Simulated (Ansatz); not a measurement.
Input for Ansatz (plane-wave DFT, PAW):

```yaml
crystal:
  lattice:
    - [3.4993195985, 0.0, 0.0]
    - [-1.7496597993, 3.0304996683, 0.0]
    - [0.0, 0.0, 5.2334608611]
  atoms:
    - { symbol: Mn, position: [0.0, 0.0, 0.0], spin: 2.66 }
    - { symbol: Mn, position: [0.0, 0.0, 0.5], spin: 2.66 }
    - { symbol: As, position: [0.3333333333, 0.6666666667, 0.25] }
    - { symbol: As, position: [0.6666666667, 0.3333333333, 0.75] }
basis:
  ecutwfc: 420
kpoints:
  mp_grid: { grid: [12, 12, 8] }
hamiltonian:
  xc: pbesol
scf:
  occupations: { method: gaussian, width: 0.1 }
output:
  forces: true
  stress: true
  eigenvalues: true
  populations: true
magnetization:
  spin_polarized: true
relax:
  adjacent_minimum: "off"
  f_tol: 0.01
  max_steps: 30
  cell: { stress_tol: 0.1, fix: [volume] }
```

Run as
```bash
ansatz run input.yaml --threads 1 --pin off --max-ram 2560MiB --backend cpu --events-out ev --progress --plain --runs-dir out
```

These are results of Ansatz, DFT PBEsol, scalar-relativistic, plane waves, PAW, not measurements.

From the run's log, abridged (iterations and final results):

```
SCF iter   1: F=—  HF=-17363.007978 eV  |F-HF|=—  |Δ(HF+E_count)|=         —  Δρ=3.73e-2 (↑3.73e-2 ↓3.50e-2) dr2=1.76e0  dr2_m=1.10e-1  M=4.913 μB ∫|m|=5.233 μB  β_m=0.30  ethr=2.91e-3  ⟨swp⟩=1.1  Hψ=34837  notcnv=0
Mixer restart at iter 1: flushing history
spin=Collinear: Kerker preconditioning applied to the charge; magnetization (m = ρ↑ − ρ↓) channel mixes plain (no charge-response kernel on spin).
SCF iter   2: F=—  HF=-17362.373809 eV  |F-HF|=—  |Δ(HF+E_count)|=   6.34e-1  Δρ=1.78e-2 (↑1.77e-2 ↓1.78e-2) dr2=3.46e-1  dr2_m=6.76e-2  M=4.915 μB ∫|m|=5.304 μB  β_m=0.35  ethr=2.91e-3  ⟨swp⟩=2.6  Hψ=10799  notcnv=0
SCF iter   3: F=—  HF=-17363.094157 eV  |F-HF|=—  |Δ(HF+E_count)|=   7.20e-1  Δρ=1.62e-2 (↑1.62e-2 ↓1.30e-2) dr2=4.32e-1  dr2_m=3.09e-2  M=4.862 μB ∫|m|=5.298 μB  β_m=0.62  ethr=5.77e-4  ⟨swp⟩=2.0  Hψ=10315  notcnv=0  defer=569
SCF iter   4: F=—  HF=-17364.334723 eV  |F-HF|=—  |Δ(HF+E_count)|=    1.24e0  Δρ=1.10e-2 (↑5.95e-3 ↓1.10e-2) dr2=2.52e-1  dr2_m=7.92e-3  M=4.639 μB ∫|m|=5.140 μB  β_m=0.80  ethr=5.77e-4  ⟨swp⟩=3.0  Hψ=13129  notcnv=0  defer=569
SCF iter   5: F=—  HF=-17364.387908 eV  |F-HF|=—  |Δ(HF+E_count)|=         —  Δρ=1.77e-2 (↑1.77e-2 ↓5.77e-3) dr2=6.57e-2  dr2_m=6.51e-2  M=4.205 μB ∫|m|=4.669 μB  β_m=0.84  ethr=4.19e-4  ⟨swp⟩=2.8  Hψ=12984  notcnv=0  defer=586
Mixer restart at iter 5: flushing history
SCF iter   6: F=—  HF=-17364.395214 eV  |F-HF|=—  |Δ(HF+E_count)|=   7.31e-3  Δρ=4.57e-3 (↑4.57e-3 ↓2.53e-3) dr2=1.56e-2  dr2_m=6.12e-4  M=4.263 μB ∫|m|=4.726 μB  β_m=0.75  ethr=1.10e-4  ⟨swp⟩=2.8  Hψ=14914  notcnv=0  defer=586
SCF iter   7: F=—  HF=-17364.384445 eV  |F-HF|=—  |Δ(HF+E_count)|=   1.08e-2  Δρ=4.53e-3 (↑4.53e-3 ↓7.11e-4) dr2=9.07e-3  dr2_m=2.76e-3  M=4.214 μB ∫|m|=4.668 μB  β_m=0.72  ethr=2.61e-5  ⟨swp⟩=2.1  Hψ=15235  notcnv=0  defer=591
SCF iter   8: F=—  HF=-17364.383189 eV  |F-HF|=—  |Δ(HF+E_count)|=   1.26e-3  Δρ=1.43e-3 (↑1.43e-3 ↓3.66e-4) dr2=8.80e-4  dr2_m=3.35e-4  M=4.225 μB ∫|m|=4.678 μB  β_m=0.64  ethr=1.51e-5  ⟨swp⟩=2.0  Hψ=9718  notcnv=0  defer=591
SCF iter   9: F=—  HF=-17364.382870 eV  |F-HF|=—  |Δ(HF+E_count)|=   3.19e-4  Δρ=3.83e-4 (↑3.83e-4 ↓2.26e-4) dr2=5.32e-5  dr2_m=3.90e-5  M=4.226 μB ∫|m|=4.679 μB  β_m=0.72  ethr=1.47e-6  ⟨swp⟩=2.0  Hψ=11801  notcnv=0  defer=591
SCF iter  10: F=—  HF=-17364.382864 eV  |F-HF|=—  |Δ(HF+E_count)|=   5.71e-6  Δρ=1.39e-4 (↑6.50e-5 ↓1.39e-4) dr2=2.16e-5  dr2_m=9.86e-7  M=4.225 μB ∫|m|=4.678 μB  β_m=0.86  ethr=8.86e-8  ⟨swp⟩=2.0  Hψ=10914  notcnv=0  defer=591
SCF iter  11: F=—  HF=-17364.382868 eV  |F-HF|=—  |Δ(HF+E_count)|=   3.81e-6  Δρ=5.50e-5 (↑2.18e-5 ↓5.50e-5) dr2=2.16e-6  dr2_m=5.13e-7  M=4.223 μB ∫|m|=4.676 μB  β_m=0.93  ethr=3.60e-8  ⟨swp⟩=2.0  Hψ=8788  notcnv=0  defer=591
SCF iter  12: F=—  HF=-17364.382868 eV  |F-HF|=—  |Δ(HF+E_count)|=   5.93e-8  Δρ=1.02e-5 (↑1.02e-5 ↓9.79e-6) dr2=2.95e-8  dr2_m=4.43e-8  M=4.222 μB ∫|m|=4.675 μB  β_m=0.96  ethr=3.61e-9  ⟨swp⟩=1.8  Hψ=8992  notcnv=0  defer=591
SCF iter  13: F=—  HF=-17364.382868 eV  |F-HF|=—  |Δ(HF+E_count)|=   9.66e-9  Δρ=5.17e-6 (↑1.77e-6 ↓5.17e-6) dr2=2.34e-8  dr2_m=2.17e-9  M=4.223 μB ∫|m|=4.675 μB  β_m=0.98  ethr=4.92e-11  ⟨swp⟩=2.4  Hψ=12644  notcnv=0  defer=591
SCF iter  14: F=-17364.382868 eV  HF=-17364.382868 eV  |F-HF|=4.89e-9  |Δ(HF+E_count)|=  4.04e-10  Δρ=1.89e-6 (↑1.15e-6 ↓1.89e-6) dr2=5.50e-9  dr2_m=1.06e-10  M=4.223 μB ∫|m|=4.675 μB  ethr=3.90e-11  ⟨swp⟩=7.1  Hψ=29605  notcnv=0
SCF 1 converged in 14 iterations: F = -17364.382868 eV  dr2 = 5.50e-9
relax step   1: F+E_penalty+E_count = -17364.38286783 eV  Δ(F+E_penalty+E_count) = +0.000e0 eV  max|allowed force component| = 8.674e-18 eV/Å  Δτ_max = 0.0000 Å  P = +6.965 GPa  Ω = 55.499 Å³  fix = [volume]  reactions: volume +6.965 GPa (14 SCF iters, dr2 threshold 1.00e-7 eV, accepted)
Initial density: handed on by an earlier stage of this run
Starting moments: Σ|m| = 5.32 μB on 2 of 4 sites; this step starts from the density that it was given
Initial wavefunctions: those handed on with the density
SCF iter   1: F=—  HF=-17364.383333 eV  |F-HF|=—  |Δ(HF+E_count)|=         —  Δρ=2.95e-4 (↑2.95e-4 ↓2.66e-4) dr2=4.59e-5  dr2_m=2.97e-5  M=4.223 μB ∫|m|=4.677 μB  β_m=0.65  ethr=6.29e-8  ⟨swp⟩=3.0  Hψ=33358  notcnv=0
SCF iter   2: F=—  HF=-17364.383324 eV  |F-HF|=—  |Δ(HF+E_count)|=   9.41e-6  Δρ=1.21e-4 (↑1.17e-4 ↓1.21e-4) dr2=4.49e-6  dr2_m=5.68e-6  M=4.223 μB ∫|m|=4.676 μB  β_m=0.56  ethr=6.29e-8  ⟨swp⟩=2.0  Hψ=11770  notcnv=0
SCF iter   3: F=—  HF=-17364.383327 eV  |F-HF|=—  |Δ(HF+E_count)|=   3.23e-6  Δρ=1.30e-4 (↑1.30e-4 ↓5.80e-5) dr2=4.82e-6  dr2_m=3.67e-6  M=4.224 μB ∫|m|=4.678 μB  β_m=0.51  ethr=7.49e-9  ⟨swp⟩=2.0  Hψ=13395  notcnv=0
SCF iter   4: F=—  HF=-17364.383326 eV  |F-HF|=—  |Δ(HF+E_count)|=   1.64e-6  Δρ=3.18e-5 (↑1.88e-5 ↓3.18e-5) dr2=1.77e-7  dr2_m=2.90e-7  M=4.223 μB ∫|m|=4.677 μB  β_m=0.63  ethr=7.49e-9  ⟨swp⟩=2.0  Hψ=12641  notcnv=0
SCF iter   5: F=-17364.383326 eV  HF=-17364.383326 eV  |F-HF|=7.60e-8  |Δ(HF+E_count)|=   1.45e-7  Δρ=1.10e-5 (↑3.05e-6 ↓1.10e-5) dr2=9.45e-8  dr2_m=1.17e-8  M=4.224 μB ∫|m|=4.678 μB  ethr=2.94e-10  ⟨swp⟩=2.3  Hψ=28134  notcnv=0
SCF 2 converged in 5 iterations: F = -17364.383326 eV  dr2 = 9.45e-8
relax step   2: F+E_penalty+E_count = -17364.38332569 eV  Δ(F+E_penalty+E_count) = -4.579e-4 eV  max|allowed force component| = 1.330e-17 eV/Å  Δτ_max = 0.0000 Å  P = +6.921 GPa  Ω = 55.499 Å³  energy of the carried Pulay correction = -2.755e-6 eV  fix = [volume]  reactions: volume +6.921 GPa (5 SCF iters, dr2 threshold 4.00e-7 eV, accepted)
SCF iter   1: F=—  HF=-17364.383429 eV  |F-HF|=—  |Δ(HF+E_count)|=         —  Δρ=2.13e-4 (↑2.13e-4 ↓1.94e-4) dr2=2.34e-5  dr2_m=1.58e-5  M=4.224 μB ∫|m|=4.679 μB  β_m=0.65  ethr=3.20e-8  ⟨swp⟩=3.0  Hψ=33309  notcnv=0
SCF iter   2: F=—  HF=-17364.383424 eV  |F-HF|=—  |Δ(HF+E_count)|=   4.70e-6  Δρ=8.95e-5 (↑8.48e-5 ↓8.95e-5) dr2=2.51e-6  dr2_m=3.02e-6  M=4.223 μB ∫|m|=4.678 μB  β_m=0.56  ethr=3.20e-8  ⟨swp⟩=2.0  Hψ=12119  notcnv=0
SCF iter   3: F=—  HF=-17364.383426 eV  |F-HF|=—  |Δ(HF+E_count)|=   1.86e-6  Δρ=9.78e-5 (↑9.78e-5 ↓4.29e-5) dr2=2.62e-6  dr2_m=2.07e-6  M=4.225 μB ∫|m|=4.679 μB  β_m=0.51  ethr=4.18e-9  ⟨swp⟩=2.0  Hψ=13396  notcnv=0
SCF iter   4: F=—  HF=-17364.383425 eV  |F-HF|=—  |Δ(HF+E_count)|=   9.40e-7  Δρ=2.36e-5 (↑1.39e-5 ↓2.36e-5) dr2=9.33e-8  dr2_m=1.61e-7  M=4.224 μB ∫|m|=4.679 μB  β_m=0.64  ethr=4.18e-9  ⟨swp⟩=2.0  Hψ=12619  notcnv=0
SCF iter   5: F=—  HF=-17364.383425 eV  |F-HF|=—  |Δ(HF+E_count)|=   7.69e-8  Δρ=5.33e-6 (↑4.77e-6 ↓5.33e-6) dr2=9.73e-10  dr2_m=1.22e-8  M=4.224 μB ∫|m|=4.679 μB  β_m=0.82  ethr=1.56e-10  ⟨swp⟩=2.0  Hψ=13329  notcnv=0
SCF iter   6: F=-17364.383425 eV  HF=-17364.383425 eV  |F-HF|=4.20e-9  |Δ(HF+E_count)|=   1.54e-8  Δρ=3.47e-6 (↑2.41e-6 ↓3.47e-6) dr2=3.88e-9  dr2_m=3.96e-9  M=4.224 μB ∫|m|=4.679 μB  ethr=1.62e-12  ⟨swp⟩=1.9  Hψ=24948  notcnv=0
SCF 3 converged in 6 iterations: F = -17364.383425 eV  dr2 = 3.88e-9
relax step   3: F+E_penalty+E_count = -17364.38342531 eV  Δ(F+E_penalty+E_count) = -9.962e-5 eV  max|allowed force component| = 1.793e-17 eV/Å  Δτ_max = 0.0000 Å  P = +6.891 GPa  Ω = 55.499 Å³  energy of the carried Pulay correction = -4.744e-6 eV  fix = [volume]  reactions: volume +6.891 GPa (6 SCF iters, dr2 threshold 1.04e-7 eV, accepted)
Initial wavefunctions: pseudopotential atomic-orbital guess (no wavefunctions were taken with the density)
SCF iter   1: F=—  HF=-17364.383429 eV  |F-HF|=—  |Δ(HF+E_count)|=         —  Δρ=5.77e-6 (↑5.77e-6 ↓4.16e-6) dr2=1.99e-9  dr2_m=1.01e-8  M=4.224 μB ∫|m|=4.679 μB  β_m=0.65  ethr=3.56e-8  ⟨swp⟩=3.1  Hψ=47701  notcnv=0
SCF iter   2: F=—  HF=-17364.383430 eV  |F-HF|=—  |Δ(HF+E_count)|=   6.77e-7  Δρ=2.49e-6 (↑1.54e-6 ↓2.49e-6) dr2=4.75e-9  dr2_m=5.19e-10  M=4.224 μB ∫|m|=4.679 μB  β_m=0.49  ethr=3.32e-12  ⟨swp⟩=3.0  Hψ=18002  notcnv=0
SCF iter   3: F=—  HF=-17364.383430 eV  |F-HF|=—  |Δ(HF+E_count)|=  8.11e-10  Δρ=3.12e-6 (↑3.12e-6 ↓1.72e-6) dr2=9.39e-10  dr2_m=2.83e-9  M=4.224 μB ∫|m|=4.679 μB  β_m=0.49  ethr=3.32e-12  ⟨swp⟩=2.0  Hψ=13395  notcnv=0
SCF iter   4: F=—  HF=-17364.383430 eV  |F-HF|=—  |Δ(HF+E_count)|=  1.49e-10  Δρ=9.50e-7 (↑9.50e-7 ↓7.19e-7) dr2=3.50e-11  dr2_m=3.25e-10  M=4.224 μB ∫|m|=4.679 μB  β_m=0.62  ethr=1.57e-12  ⟨swp⟩=2.1  Hψ=11295  notcnv=0
SCF iter   5: F=—  HF=-17364.383430 eV  |F-HF|=—  |Δ(HF+E_count)|=  8.37e-11  Δρ=4.54e-7 (↑4.54e-7 ↓2.49e-7) dr2=2.45e-11  dr2_m=4.71e-11  M=4.224 μB ∫|m|=4.679 μB  β_m=0.78  ethr=1.00e-12  ⟨swp⟩=1.4  Hψ=7762  notcnv=0
SCF iter   6: F=-17364.383430 eV  HF=-17364.383430 eV  |F-HF|=6.55e-11  |Δ(HF+E_count)|=  5.82e-11  Δρ=2.25e-7 (↑1.41e-7 ↓2.25e-7) dr2=7.73e-11  dr2_m=1.23e-12  M=4.224 μB ∫|m|=4.679 μB  ethr=1.00e-12  ⟨swp⟩=3.0  Hψ=23444  notcnv=0
SCF 4 converged in 6 iterations: F = -17364.383430 eV  dr2 = 7.73e-11
SCF converged after 6 iterations
Magnetization: 4.2243 μB (32.1122 up, 27.8878 down)
Absolute magnetization: 4.6740 μB (∫|ρ↑−ρ↓|, with the PAW one-centre terms)
Spin contamination: 0.0971 ħ² per cell (⟨S²⟩ above its minimum at these occupations)
Per-site moments (μB) at R_I (Å): [(2.07783970, 0.99263970), (2.07783970, 0.99263970), (-0.06577004, 0.99263970), (-0.06577004, 0.99263970)]
Free energy (F): -17364.383430 eV
Harris-Foulkes:  -17364.383430 eV  (|F-HF|=6.55e-11)
Internal energy: -17364.367785 eV  (E = F + TS)
E sigma→0 (E₀):  -17364.375607 eV
Entropy (-TS):   -0.015644 eV (-3.911 meV/atom)
Fermi energy:    16.765322 eV
--- Per-component energies (eV) ---
  E_band       = -714.996406
  E_kinetic    = 831.625790
  E_local      = -6375.441341  (includes V_loc(G=0)·N_el)
  E_nonlocal   = -846.243146
  E_hartree    = 3136.410338
  E_xc         = -388.813414
  E_vxc        = -456.401752  (∫ρ·V_xc dr)
  E_paw        = -6131.587434  (= ΣΔE_a)
  E_vpaw       = -141.357180  (= ΣTr[D̂ρ^β])
  E_aug_tail   = -0.000004  (compensation charges beyond the density's cutoff)
  E_ewald      = -7592.590732
  E_core_change = 2.272158  (= ΣΔE_core)
  E_smearing   = -0.015644  (= −TS)
--- Forces (eV/Å), atoms counted from 1 ---
  atom   1  Mn     0.00000000     0.00000000     0.00000000
  atom   2  Mn     0.00000000     0.00000000     0.00000000
  atom   3  As     0.00000000     0.00000000     0.00000000
  atom   4  As     0.00000000     0.00000000     0.00000000
--- Stress (GPa, compression-positive) ---
        6.887143       0.000000       0.000000
        0.000000       6.887143       0.000000
        0.000000       0.000000       6.899992
  P = ⅓ Tr σ = 6.8914 GPa (68.914 kbar)
--- Band table (eV; the first three rows and the last of 190) ---
  k-point 0 ↑: bands = ["-63.3640", "-63.3376", "-32.3217", "-32.3217", "-32.2960", "-32.2960", "-32.2890", "-32.0484", "-19.2141", "-19.2141", "-19.1981", "-19.1981", "-19.1963", "-19.1943", "-19.1854", "-19.1854", "-19.1810", "-19.1810", "2.1951", "5.7048", "9.2992", "12.1434", "12.1434", "13.1811", "13.9630", "13.9630", "14.3821", "14.3821", "15.6472", "15.6472", "17.5073", "17.6649", "17.6649", "18.9942", "20.9459", "20.9459", "20.9634", "24.1962", "24.1962", "24.6382"]
  k-point 1 ↑: bands = ["-63.3630", "-63.3386", "-32.3207", "-32.3207", "-32.2970", "-32.2970", "-32.2800", "-32.0577", "-19.2135", "-19.2135", "-19.1987", "-19.1987", "-19.1962", "-19.1943", "-19.1852", "-19.1852", "-19.1811", "-19.1811", "2.2742", "5.4046", "9.6923", "12.2039", "12.2039", "13.2108", "14.0051", "14.0051", "14.2599", "14.2599", "15.4849", "15.4849", "17.3573", "17.9349", "17.9349", "18.6069", "20.8857", "20.8857", "21.1415", "24.2292", "24.2292", "24.9084"]
  k-point 2 ↑: bands = ["-63.3601", "-63.3414", "-32.3180", "-32.3180", "-32.2998", "-32.2998", "-32.2541", "-32.0840", "-19.2118", "-19.2118", "-19.2005", "-19.2005", "-19.1960", "-19.1945", "-19.1847", "-19.1847", "-19.1816", "-19.1816", "2.5094", "4.7570", "10.6014", "12.3828", "12.3828", "13.2535", "13.9297", "13.9297", "14.1281", "14.1281", "15.1729", "15.1729", "17.0021", "17.7406", "18.5358", "18.5358", "20.6958", "20.6958", "21.6191", "24.3437", "24.3437", "25.0155"]
  k-point 94 ↓: bands = ["-61.0572", "-61.0572", "-30.0632", "-30.0632", "-30.0100", "-30.0100", "-30.0077", "-30.0077", "-19.2229", "-19.2229", "-19.2213", "-19.2213", "-19.2082", "-19.2082", "-19.1958", "-19.1958", "-19.1942", "-19.1942", "5.4510", "5.4510", "10.7521", "10.7521", "11.7670", "11.7670", "13.9564", "13.9564", "16.6090", "16.6090", "16.7542", "16.7542", "17.7683", "17.7683", "18.0595", "18.0595", "21.5873", "21.5873", "23.9885", "23.9885", "25.9687", "25.9687"]
--- Relaxed structure (3 steps of the walk, 3 accepted, 1 SCFs on fresh bases) ---
  F+E_penalty+E_count = -17364.38342973 eV   max|allowed force component| = 1.793e-17 eV/Å   (the final SCF, on the basis selected at the relaxed cell)
  cell:  # Å, volume = 55.4992 Å³
    - [3.49157770, 0.0, 0.0]
    - [-1.74578885, 3.02379498, 0.0]
    - [0.0, 0.0, 5.25669495]
  atoms:
    - { symbol: Mn, position: [0.0, 0.0, 0.0] }
    - { symbol: Mn, position: [0.0, 0.0, 0.5] }
    - { symbol: As, position: [0.33333333, 0.66666666, 0.25] }
    - { symbol: As, position: [0.66666666, 0.33333333, 0.75] }
--- Löwdin populations: 4 sites ---
  site symbol q [e]    m [muB]
     0     Mn     14.5526     2.2379
     1     Mn     14.5526     2.2379
     2     As     15.2744    -0.1220
     3     As     15.2744    -0.1220
  spilling = 0.005768 (of n_electrons = 60.000000)
```

The relaxation met its thresholds.

Time: 3.7 min on 1 thread of Intel(R) Xeon(R) Processor @ 2.50GHz (Skylake/Cascade Lake) (shared host), peak memory 0.63 GiB.

Only parallel moments were tried here.